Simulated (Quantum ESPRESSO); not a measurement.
How shieldings converge in BaS

```
BaS
1.0
    0.00000     3.22568     3.22568
    3.22568     0.00000     3.22568
    3.22568     3.22568     0.00000
Ba S
1 1
Direct
  0.00000   0.00000   0.00000
  0.50000   0.50000   0.50000
```
The geometry is a computed Materials Project entry, not a measured one. It is BaS in Fm-3m; whether this form has been observed was not checked. Stability against distortions was not tested.

Method: GIPAW with PBE in a modified build of Quantum ESPRESSO, on JTH PAW datasets; kept fixed: cutoff 20 Ha. Costs are rough, from a shared machine. These are absolute shieldings with no macroscopic susceptibility term; δ = σ_ref − σ needs a reference computed alike. Spin–orbit coupling is left out; its weight grows with the heaviest atom, Ba here. The datasets of S hold no d projectors, which limits absolute σ on these atoms. The structure is static (0 K, no zero-point motion).

| k-mesh | σ_iso Ba (ppm) | σ_iso S (ppm) | f-sum rule missed by (%) | irreducible k-points | rough cost ratio |
|---|---|---|---|---|---|
| 2×2×2 shifted | 4337.6 | -32.0 | 4.5 | 2 | about 1 |
| 2×2×2 through Γ | 3429.7 | 811.9 | 10 | 3 | about 1 |
| 3×3×3 through Γ | 4341.0 | 173.9 | 2.0 | 4 | about 1 |
| 3×3×3 shifted | 4418.9 | 95.2 | 0.85 | 6 | 2 |
| 4×4×4 through Γ | 4371.6 | 128.1 | 0.48 | 8 | 3 |
| 5×5×5 through Γ | 4420.8 | 117.7 | 0.13 | 10 | 3 |
| 4×4×4 shifted | 4439.8 | 118.5 | 0.16 | 10 | 3 |
| 6×6×6 through Γ | 4435.5 | 118.3 | 0.04 | 16 | 5 |
| 5×5×5 shifted | 4443.6 | 120.8 | 0.03 | 19 | 5 |
| 6×6×6 shifted | 4444.1 | 120.6 | 0.00 | 28 | 7 |
| 8×8×8 through Γ | 4443.1 | 119.9 | 0.01 | 29 | 8 |
| 9×9×9 through Γ | 4443.8 | 120.1 | 0.01 | 35 | 10 |
| 8×8×8 shifted | 4444.1 | 120.3 | 0.00 | 60 | 20 |

Largest spread: σ_iso Ba (ppm) moves over 1014.4 across the rows.
